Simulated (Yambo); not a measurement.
Yambo run on CdZn$_{3}$O$_{4}$ (space group P3m1, No. 156). The wavefunctions are norm-conserving PBEsol (Quantum ESPRESSO, 102 Ry, without SOC) ones on a 6×6×1 mesh (52 occupied bands); a = b = 3.364 Å, c = 11.024 Å, α = β = 90.00°, γ = 120.00°.

Yambo input:

```
gw0
dyson
el_el_corr
HF_and_locXC
ppa
em1d
EXXRLvcs= 102 Ry
VXCRLvcs= 408 Ry
Chimod= "HARTREE"
% BndsRnXp
 17 | 231 |
%
NGsBlkXp= 8 Ry
% LongDrXp
 1.0 | 1.0 | 1.0 |
%
PPAPntXp= 27.2114 eV
% GbndRnge
 1 | 231 |
%
GTermKind= "BG"
DysSolver= "n"
ExtendOut
% QPkrange
 1 | 1 | 52 | 53 |
%
```

k points by index: 1 = Γ.

Resulting energies as the program prints them:

```
#    K-point    Band    Eo [eV]    E [eV]    E-Eo [eV]    Vxc [eV]    Vnlxc [eV]    Sc|Eo [eV]    Sc|E [eV]    dSc/dw|Eo [eV]    Re(Z)    Im(Z)
#
    1    52    0.000000    -0.440687    -0.440687    -22.89238    -28.14270    4.673650    4.809629    -8.393740    0.764252    -0.001445
    1    53    0.142580    0.411812    0.269232    -12.81424    -9.530145    -2.953272    -3.014860    -6.222989    0.813873    -0.001200
```
(The two width columns are left out.) Convergence of these settings isn't established.

Geometry of the Materials Project entry, not relaxed at this level.

The structure is a Materials Project entry; no match was found in the copy of COD used, and its stability was not checked.
